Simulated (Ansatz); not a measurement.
Space group I4mm (No. 107). a = 4.797 Å, b = 4.797 Å, c = 11.187 Å, α = 90.00°, β = 90.00°, γ = 90.00°
| atom | site | symmetry | x | y | z |
| --- | --- | --- | --- | --- | --- |
| Sr | 2a | 4mm | 0.5000 | 0.5000 | 0.4954 |
| Sn | 4b | 2mm. | 0.0000 | 0.5000 | 0.2458 |
| Sn | 2a | 4mm | 0.0000 | 0.0000 | 0.4114 |
| Pd | 2a | 4mm | 0.5000 | 0.5000 | 0.1427 |

Equation of state of this SrSn3Pd structure (not necessarily the ground state), with shape and atoms relaxed at each volume where symmetry leaves them free. It has no gap at any of these volumes. The calculation used DFT PBEsol, scalar-relativistic, plane waves, PAW in Ansatz.

Plane waves to 420 eV, a k mesh through Γ of 10×10×10 on the computed 5-atom cell and Gaussian smearing (0.10 eV); no spin polarisation.

```tsv
V (Å³/atom)	E − E(largest V) (meV/atom)	P (GPa)
24.199	3.87	4.61
24.971	-12.02	2.10
25.743	-16.85	-0.02
26.515	-12.34	-1.80
27.288	0.00	-3.29
```

**Question.** Fit a third-order Birch–Murnaghan equation to E(V).

**Answer.** V0 = 25.73 Å³/atom, B0 = 64 GPa, B0' = 4.7.

Cost: 5 runs of about 11 core-minutes in all, on Intel Xeon 6975P-C (Granite Rapids) (shared hosts).